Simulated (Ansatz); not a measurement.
LiTaO3:
```cif
data_Li6O18Ta6
_chemical_formula_sum 'Li6 Ta6 O18'
_space_group_name_H-M_alt 'R3c :H'
_space_group_IT_number 161
_space_group_name_Hall 'R 3 -2"c'
_cell_length_a 5.07327
_cell_length_b 5.07327
_cell_length_c 13.65947
_cell_angle_alpha 90.000
_cell_angle_beta 90.000
_cell_angle_gamma 120.000
loop_
_atom_site_label
_atom_site_type_symbol
_atom_site_symmetry_multiplicity
_atom_site_Wyckoff_symbol
_atom_site_fract_x
_atom_site_fract_y
_atom_site_fract_z
_atom_site_occupancy
Li1 Li 6 a 0.00000 0.00000 0.29553 1
Ta1 Ta 6 a 0.00000 0.00000 0.01124 1
O1 O 18 b 0.04387 0.34505 0.08117 1
```
(The calculation used a cell of 10 atoms; values per cell refer to that cell.)

Relaxed with LDA.

Question: Give the optical modes at the zone centre with their infrared activity from DFPT, the program Ansatz at the LDA level (PAW).

Answer: Transverse frequencies, without the LO–TO term; a row sums one degenerate level.

| ω (cm⁻¹) | degeneracy | IR ((D/Å)²/amu) | activity | symmetry |
|---|---|---|---|---|
| 143 | 2 | 41.94 | IR | E |
| 178 | 1 | 0.00 | IR-inactive | A2 |
| 191 | 2 | 0.54 | IR | E |
| 210 | 1 | 56.71 | IR | A1 |
| 252 | 2 | 25.03 | IR | E |
| 270 | 1 | 0.71 | IR | A1 |
| 288 | 1 | 0.00 | IR-inactive | A2 |
| 323 | 2 | 25.96 | IR | E |
| 381 | 1 | 1.55 | IR | A1 |
| 384 | 2 | 38.61 | IR | E |
| 397 | 2 | 2.84 | IR | E |
| 398 | 1 | 0.00 | IR-inactive | A2 |
| 449 | 1 | 0.00 | IR-inactive | A2 |
| 459 | 2 | 1.47 | IR | E |
| 593 | 2 | 97.37 | IR | E |
| 593 | 1 | 60.02 | IR | A1 |
| 681 | 2 | 0.39 | IR | E |
| 919 | 1 | 0.00 | IR-inactive | A2 |

Question: How high does the top mode go among those that the LO–TO term moves?

Answer: 847 cm⁻¹ for q along x, 847 cm⁻¹ for q along y, 849 cm⁻¹ for q along z.

Symmetry was held in the LDA relaxation. The run is not spin-polarised. Scalar-relativistic: spin–orbit coupling is off unless named, which matters more the heavier the elements.

Potentials: the later of the program's two PAW sets.
